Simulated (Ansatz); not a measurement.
Molecular dynamics on a 2×2×2 supercell (16 atoms) of PbSe (Fm-3m), relaxed with r2SCAN+rVV10. Forces come from r2SCAN in the plane-wave code Ansatz: a Nosé-Hoover thermostat at fixed volume, 100 K, steps of 3 fs. Classical nuclei, no spin polarisation; a few dozen steps show the first response, not equilibrium.

```yaml
crystal:
  lattice:
    - [0.0, 6.139378729, 6.139378729]
    - [6.139378729, 0.0, 6.139378729]
    - [6.139378729, 6.139378729, 0.0]
  atoms:
    - { symbol: Pb, position: [0.0, 0.0, 0.0] }
    - { symbol: Se, position: [0.25, 0.25, 0.25] }
    - { symbol: Pb, position: [0.0, 0.0, 0.5] }
    - { symbol: Se, position: [0.25, 0.25, 0.75] }
    - { symbol: Pb, position: [0.0, 0.5, 0.0] }
    - { symbol: Se, position: [0.25, 0.75, 0.25] }
    - { symbol: Pb, position: [0.0, 0.5, 0.5] }
    - { symbol: Se, position: [0.25, 0.75, 0.75] }
    - { symbol: Pb, position: [0.5, 0.0, 0.0] }
    - { symbol: Se, position: [0.75, 0.25, 0.25] }
    - { symbol: Pb, position: [0.5, 0.0, 0.5] }
    - { symbol: Se, position: [0.75, 0.25, 0.75] }
    - { symbol: Pb, position: [0.5, 0.5, 0.0] }
    - { symbol: Se, position: [0.75, 0.75, 0.25] }
    - { symbol: Pb, position: [0.5, 0.5, 0.5] }
    - { symbol: Se, position: [0.75, 0.75, 0.75] }
kpoints:
  mp_grid: { grid: [2, 2, 2] }
hamiltonian:
  xc: r2scan
scf:
  occupations: { method: fermi_dirac, width: 0.02 }
md:
  ensemble: nvt_nose_hoover
  temperature: 100
  timestep: 3.0
  n_steps: 20
  initial_velocities: maxwell_boltzmann
  seed: 6990
```

Run as `ansatz run input.yaml --threads 4 --pin off --max-ram 3686MiB --backend cpu --events-out ev --progress --plain --runs-dir out`.

Q: It ran on 4 threads of Arm Neoverse V2, on a shared host, load about 0.4 per core. About how long did it take, and how much host memory at the peak?

A: About 4.3 min, with a peak of 2.9 GiB.

| step | t (fs) | T (K) | free energy F from step 0 (meV/atom) | kinetic energy (meV/atom) | largest force (eV/Å) |
| --- | --- | --- | --- | --- | --- |
| 0 | 0 | 100 | 0.0 | 12.1 | 0.00 |
| 1 | 3 | 100 | 0.0 | 12.1 | 0.03 |
| 2 | 6 | 99 | 0.1 | 12.0 | 0.07 |
| 3 | 9 | 98 | 0.2 | 11.9 | 0.10 |
| 4 | 12 | 97 | 0.4 | 11.7 | 0.13 |
| 5 | 15 | 95 | 0.6 | 11.5 | 0.17 |
| 6 | 18 | 93 | 0.9 | 11.2 | 0.20 |
| 7 | 21 | 90 | 1.2 | 10.9 | 0.23 |
| 8 | 24 | 88 | 1.5 | 10.6 | 0.25 |
| 9 | 27 | 85 | 1.9 | 10.3 | 0.28 |
| 10 | 30 | 82 | 2.2 | 9.9 | 0.31 |
| 11 | 33 | 79 | 2.6 | 9.5 | 0.33 |
| 12 | 36 | 76 | 3.0 | 9.2 | 0.35 |
| 13 | 39 | 73 | 3.4 | 8.8 | 0.37 |
| 14 | 42 | 70 | 3.8 | 8.4 | 0.39 |
| 15 | 45 | 67 | 4.2 | 8.1 | 0.41 |
| 16 | 48 | 64 | 4.5 | 7.8 | 0.42 |
| 17 | 51 | 62 | 4.8 | 7.5 | 0.43 |
| 18 | 54 | 60 | 5.1 | 7.2 | 0.44 |
| 19 | 57 | 58 | 5.4 | 7.0 | 0.45 |
| 20 | 60 | 56 | 5.7 | 6.8 | 0.45 |

The temperature goes from 100 K to 56 K in 60 fs. The thermostat hasn't had time to restore it. The atoms start on their lattice sites with kinetic energy alone, so much of it first passes into potential energy. By the last step the atoms have moved 0.08 Å in the root mean square, the drift of the whole cell taken out, 0.12 Å at most.

Positions (Å) and forces (eV/Å) at step 20:
```
Pb   0.022   0.005   0.017    -0.032   0.072   0.149
Se   2.979   2.981   3.056     0.171   0.140  -0.056
Pb   3.097   3.096   0.020    -0.108  -0.008   0.073
Se   6.206   6.042   3.062    -0.133   0.018  -0.189
Pb   3.078   0.022   3.050    -0.136   0.099   0.044
Se   6.186   3.041   6.162    -0.085  -0.078   0.004
Pb   6.149   3.051   3.034    -0.138   0.196   0.150
Se   9.154   6.130   6.116     0.289   0.137   0.118
Pb  -0.054   3.123   3.072     0.180  -0.221  -0.052
Se   3.130   6.215   6.155    -0.341  -0.268  -0.130
Pb   3.074   6.209   3.047     0.108  -0.161   0.031
Se   6.162   9.186   6.178     0.069  -0.007  -0.075
Pb   3.073   3.031   6.147     0.046   0.099  -0.124
Se   6.174   6.049   9.138     0.081   0.097   0.260
Pb   6.097   6.136   6.205     0.117  -0.017  -0.276
Se   9.177   9.168   9.158    -0.088  -0.098   0.071
```
